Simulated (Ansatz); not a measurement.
Mg4Te3S in space group Pmm2 (No. 25; Pearson symbol oP8), r²SCAN in the plane-wave PAW code Ansatz, all energies at zero smearing, with the estimated change up to a 700 eV cutoff added, with one set of potentials and settings (totals compare only within such a set). Cell of 8 atoms (4 Mg, 3 Te, 1 S): -29605.326 eV.

| element | reference phase | E (eV/atom) |
|---|---|---|
| Mg | P6_3/mmc, 2 atoms in the cell | -1926.4086 |
| Te | P3_121, 3 atoms in the cell | -6994.8235 |
| S | P2/c, 32 atoms in the cell | -905.8156 |

Formation energy per atom, worked out: (-29605.326 − 4×(-1926.4086) − 3×(-6994.8235) − 1×(-905.8156))/8 = -1.176 eV/atom (-113 kJ per mol of atoms), at 0 K, without zero-point energy or fitted corrections.

The first step of the workflow began from a Materials Project structure, measured or hypothetical; the Crystallography Open Database copy checked does not list it. Whether it is the stable phase at ambient conditions was not checked. The r²SCAN relaxation kept the symmetry of its start; its stability against distortions is not shown here. The references are the lowest solids computed at this level, not always the standard phases. Scalar-relativistic: spin–orbit coupling is off unless named, which matters more the heavier the elements.

Potentials: the later of the program's two PAW sets.
